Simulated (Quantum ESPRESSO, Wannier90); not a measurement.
# Tight-binding from DFT: KCaF3 (cubic perovskite)

Materials Project entry mp-4950; symmetrised, unrelaxed at this level. Not found in the COD (Crystallography Open Database) copy used; not checked further. Level: PBEsol, no spin polarisation, no spin-orbit coupling; pw.x of Quantum ESPRESSO at 68 Ry with PseudoDojo potentials, 6×6×6 k-points, Wannier90. Density: 8×8×8 mesh, cold smearing 0.01 Ry.

On the energy scale of pw.x, whose zero is arbitrary, the valence-band maximum lies at 1.14 eV.

Input w.win:

```
num_bands = 12
num_wann = 12
exclude_bands = 1-2,6-11,21-38
num_iter = 1000
conv_tol = 1.0e-6
conv_window = 4
write_hr = true
write_u_matrices = true
begin projections
F: sp3
end projections
begin unit_cell_cart
ang
    4.4817300000    0.0000000000    0.0000000000
    0.0000000000    4.4817300000    0.0000000000
    0.0000000000    0.0000000000    4.4817300000
end unit_cell_cart
begin atoms_frac
K    0.5000000000  0.5000000000  0.5000000000
Ca   0.0000000000  0.0000000000  0.0000000000
F    0.0000000000  0.5000000000  0.0000000000
F    0.5000000000  0.0000000000  0.0000000000
F    0.0000000000  0.0000000000  0.5000000000
end atoms_frac
mp_grid = 6 6 6
begin kpoints
0.0000000000 0.0000000000 0.0000000000
0.0000000000 0.0000000000 0.1666666667
0.0000000000 0.0000000000 0.3333333333
... (213 more lines: the 6x6x6 mesh through Gamma)
end kpoints
```

Input of pw2wannier90.x that gives the overlap and projection files (equivalent; here they were cut from one run over all bands):

```
&inputpp
  outdir = './out'
  prefix = 'pwscf'
  seedname = 'w'
  write_amn = .true.
  write_mmn = .true.
/
```

Output w.wout (banner and timings cut):

```
                                    ------
                                    SYSTEM
                                    ------

                              Lattice Vectors (Ang)
                    a_1     4.481730   0.000000   0.000000
                    a_2     0.000000   4.481730   0.000000
                    a_3     0.000000   0.000000   4.481730

                   Unit Cell Volume:      90.01960  (Ang^3)

                        Reciprocal-Space Vectors (Ang^-1)
                    b_1     1.401955   0.000000   0.000000
                    b_2     0.000000   1.401955   0.000000
                    b_3     0.000000   0.000000   1.401955

 *----------------------------------------------------------------------------*
 |   Site       Fractional Coordinate          Cartesian Coordinate (Ang)     |
 +----------------------------------------------------------------------------+
 | k    1   0.50000   0.50000   0.50000   |    2.24086   2.24086   2.24086    |
 | ca   1   0.00000   0.00000   0.00000   |    0.00000   0.00000   0.00000    |
 | f    1   0.00000   0.50000   0.00000   |    0.00000   2.24086   0.00000    |
 | f    2   0.50000   0.00000   0.00000   |    2.24086   0.00000   0.00000    |
 | f    3   0.00000   0.00000   0.50000   |    0.00000   0.00000   2.24086    |
 *----------------------------------------------------------------------------*
                                ------------
                                K-POINT GRID
                                ------------

             Grid size =  6 x  6 x  6      Total points =  216

 *---------------------------------- MAIN ------------------------------------*
 |  Number of Wannier Functions               :                12             |
 |  Number of Objective Wannier Functions     :                12             |
 |  Number of input Bloch states              :                12             |
 |  Output verbosity (1=low, 5=high)          :                 1             |
 |  Timing Level (1=low, 5=high)              :                 1             |
 |  Optimisation (0=memory, 3=speed)          :                 3             |
 |  Length Unit                               :               Ang             |
 |  Post-processing setup (write *.nnkp)      :                 F             |
 |  Using Gamma-only branch of algorithms     :                 F             |
 *----------------------------------------------------------------------------*
 *------------------------------- WANNIERISE ---------------------------------*
 |  Total number of iterations                :              1000             |
 |  Number of CG steps before reset           :                 5             |
 |  Trial step length for line search         :             2.000             |
 |  Convergence tolerence                     :         0.100E-05             |
 |  Convergence window                        :                 4             |
 |  Iterations between writing output         :                 1             |
 |  Iterations between backing up to disk     :               100             |
 |  Write r^2_nm to file                      :                 F             |
 |  Write xyz WF centres to file              :                 F             |
 |  Write on-site energies <0n|H|0n> to file  :                 F             |
 |  Use guiding centre to control phases      :                 F             |
 |  Use phases for initial projections        :                 F             |
 *----------------------------------------------------------------------------*
 *-------------------------------- PLOTTING ----------------------------------*
 |  Plotting Hamiltonian in WF basis          :                 T             |
 *----------------------------------------------------------------------------*

 *---------------------------------- K-MESH ----------------------------------*
 +----------------------------------------------------------------------------+
 |                    Distance to Nearest-Neighbour Shells                    |
 |                    ------------------------------------                    |
 |          Shell             Distance (Ang^-1)          Multiplicity         |
 |          -----             -----------------          ------------         |
 |             1                   0.233659                      6            |
 |             2                   0.330444                     12            |
 |             3                   0.404710                      8            |
 |             4                   0.467318                      6            |
 |             5                   0.522478                     24            |
 |             6                   0.572346                     24            |
 |             7                   0.660888                     12            |
 |             8                   0.700978                     30            |
       ... (lines left out)
 +----------------------------------------------------------------------------+
 | The b-vectors are chosen automatically                                     |
 | The following shells are used:                       1                     |
 +----------------------------------------------------------------------------+
 |                        Shell   # Nearest-Neighbours                        |
 |                        -----   --------------------                        |
 |                          1               6                                 |
 +----------------------------------------------------------------------------+
 | Completeness relation is fully satisfied [Eq. (B1), PRB 56, 12847 (1997)]  |
 +----------------------------------------------------------------------------+
 |                  b_k Vectors (Ang^-1) and Weights (Ang^2)                  |
 |                  ----------------------------------------                  |
 |            No.         b_k(x)      b_k(y)      b_k(z)        w_b           |
 |            ---        --------------------------------     --------        |
 |             1         0.000000    0.000000    0.233659     9.158074        |
 |             2         0.000000    0.233659    0.000000     9.158074        |
 |             3         0.233659    0.000000    0.000000     9.158074        |
 |             4         0.000000    0.000000   -0.233659     9.158074        |
 |             5         0.000000   -0.233659    0.000000     9.158074        |
 |             6        -0.233659    0.000000    0.000000     9.158074        |
 +----------------------------------------------------------------------------+
 |                           b_k Directions (Ang^-1)                          |
 |                           -----------------------                          |
 |            No.           x           y           z                         |
 |            ---        --------------------------------                     |
 |             1         0.000000    0.000000    0.233659                     |
 |             2         0.000000    0.233659    0.000000                     |
 |             3         0.233659    0.000000    0.000000                     |
 +----------------------------------------------------------------------------+

 Starting a new Wannier90 calculation ...

 Reading overlaps from w.mmn

 Reading projections from w.amn

 *------------------------------- WANNIERISE ---------------------------------*
 +--------------------------------------------------------------------+<-- CONV
 | Iter  Delta Spread     RMS Gradient      Spread (Ang^2)            |<-- CONV
 +--------------------------------------------------------------------+<-- CONV

 ------------------------------------------------------------------------------
 Initial State
  WF centre and spread    1  (  0.162559,  2.366240,  0.162559 )     0.66865719
  WF centre and spread    2  (  0.162559,  2.115490, -0.162559 )     0.66865719
  WF centre and spread    3  ( -0.162559,  2.366240, -0.162559 )     0.66865719
  WF centre and spread    4  ( -0.162559,  2.115490,  0.162559 )     0.66865719
  WF centre and spread    5  (  2.366240,  0.162559,  0.162559 )     0.66865719
  WF centre and spread    6  (  2.366240, -0.162559, -0.162559 )     0.66865719
  WF centre and spread    7  (  2.115490,  0.162559, -0.162559 )     0.66865719
  WF centre and spread    8  (  2.115490, -0.162559,  0.162559 )     0.66865719
  WF centre and spread    9  (  0.162559,  0.162559,  2.366240 )     0.66865719
  WF centre and spread   10  (  0.162559, -0.162559,  2.115490 )     0.66865719
  WF centre and spread   11  ( -0.162559,  0.162559,  2.115490 )     0.66865719
  WF centre and spread   12  ( -0.162559, -0.162559,  2.366240 )     0.66865719
  Sum of centres and spreads (  8.963460,  8.963460,  8.963460 )     8.02388632

      0     0.802E+01     0.0000000000        8.0238862995  <-- CONV
        O_D=      0.0268416 O_OD=      0.8707144 O_TOT=      8.0238863 <-- SPRD
 ------------------------------------------------------------------------------
      1    -0.521E-01     0.1436654589        7.9717595551  <-- CONV
        O_D=      0.0022682 O_OD=      0.8431612 O_TOT=      7.9717596 <-- SPRD
      2    -0.464E-02     0.0614753118        7.9671146697  <-- CONV
        O_D=      0.0001283 O_OD=      0.8406562 O_TOT=      7.9671147 <-- SPRD
      3    -0.278E-03     0.0160171055        7.9668362841  <-- CONV
        O_D=      0.0000579 O_OD=      0.8404481 O_TOT=      7.9668363 <-- SPRD
      4    -0.676E-04     0.0094820712        7.9667686767  <-- CONV
        O_D=      0.0000482 O_OD=      0.8403903 O_TOT=      7.9667687 <-- SPRD
      5    -0.174E-04     0.0054795143        7.9667512979  <-- CONV
        O_D=      0.0000481 O_OD=      0.8403729 O_TOT=      7.9667513 <-- SPRD
       ... (lines left out)
     12    -0.240E-06     0.0005562493        7.9667215375  <-- CONV
        O_D=      0.0000458 O_OD=      0.8403455 O_TOT=      7.9667215 <-- SPRD
     13    -0.455E-07     0.0003010144        7.9667214920  <-- CONV
        O_D=      0.0000458 O_OD=      0.8403454 O_TOT=      7.9667215 <-- SPRD
     14    -0.259E-07     0.0001850816        7.9667214661  <-- CONV
        O_D=      0.0000458 O_OD=      0.8403454 O_TOT=      7.9667215 <-- SPRD
             <<<     Delta < 1.000E-06  over  4 iterations     >>>
             <<< Wannierisation convergence criteria satisfied >>>
 Final State
  WF centre and spread    1  (  0.162611,  2.366119,  0.162611 )     0.66389346
  WF centre and spread    2  (  0.162611,  2.115611, -0.162611 )     0.66389346
  WF centre and spread    3  ( -0.162611,  2.366119, -0.162611 )     0.66389346
  WF centre and spread    4  ( -0.162611,  2.115611,  0.162611 )     0.66389346
  WF centre and spread    5  (  2.366119,  0.162611,  0.162611 )     0.66389346
  WF centre and spread    6  (  2.366119, -0.162611, -0.162611 )     0.66389346
  WF centre and spread    7  (  2.115611,  0.162611, -0.162611 )     0.66389346
  WF centre and spread    8  (  2.115611, -0.162611,  0.162611 )     0.66389346
  WF centre and spread    9  (  0.162611,  0.162611,  2.366119 )     0.66389346
  WF centre and spread   10  (  0.162611, -0.162611,  2.115611 )     0.66389346
  WF centre and spread   11  ( -0.162611,  0.162611,  2.115611 )     0.66389346
  WF centre and spread   12  ( -0.162611, -0.162611,  2.366119 )     0.66389346
  Sum of centres and spreads (  8.963460,  8.963460,  8.963460 )     7.96672149

         Spreads (Ang^2)       Omega I      =     7.126330225
        ================       Omega D      =     0.000045833
                               Omega OD     =     0.840345408
    Final Spread (Ang^2)       Omega Total  =     7.966721466
```
